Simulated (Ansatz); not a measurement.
Ag:
```
Ag
1.0
    0.00000     3.77133     3.77133
    3.77133     0.00000     3.77133
    3.77133     3.77133     0.00000
Ag
6
Direct
  0.75000   0.75000   0.75000
  0.50000   0.50000   0.50000
  0.12500   0.62500   0.12500
  0.12500   0.12500   0.12500
  0.62500   0.12500   0.12500
  0.12500   0.12500   0.62500
```

Relaxed with PBEsol. Special points in fractions of this cell's reciprocal vectors: Γ (0.000, 0.000, 0.000); X (0.500, 0.000, 0.500); U (0.625, 0.250, 0.625); K (0.375, 0.375, 0.750); L (0.500, 0.500, 0.500); W (0.500, 0.250, 0.750).

List the band energies nearest the Fermi level at these points for PBEsol with spin–orbit coupling in the plane-wave PAW code Ansatz.

In eV from the Fermi level; about four levels below and three above (degenerate sets whole), none deeper than 8.9 eV; points with the same levels are listed once.

```json
[
 {"k": "Γ", "below": "-2.29 -2.29 -2.29 -2.29", "above": "0.27 0.27 1.74 1.74"},
 {"k": "X", "below": "-2.82 -2.82 -2.82 -2.82", "above": "0.04 0.04 0.04 0.04"},
 {"k": "U", "below": "-2.53 -2.53 -2.15 -2.15", "above": "0.38 0.38 0.56 0.56"},
 {"k": "L", "below": "-2.93 -2.93 -2.33 -2.33", "above": "0.57 0.57 1.43 1.43"},
 {"k": "W", "below": "-1.92 -1.92 -1.86 -1.86", "above": "3.31 3.31 3.31 3.31"}
]
```

Space group Fd-3m. The start of the workflow was typed in or built on a structure type; neither database checked (COD, Materials Project) lists it. It is not the phase usual at ambient conditions (space group No. 225). Symmetry was held in the PBEsol relaxation. At this level the phase is dynamically unstable (imaginary phonons). The run is not spin-polarised.

Potentials: the earlier of the program's two PAW sets. The files were generated under PBE; for other functionals the program regenerates the frozen cores, and for LDA and PBEsol the local potential too.
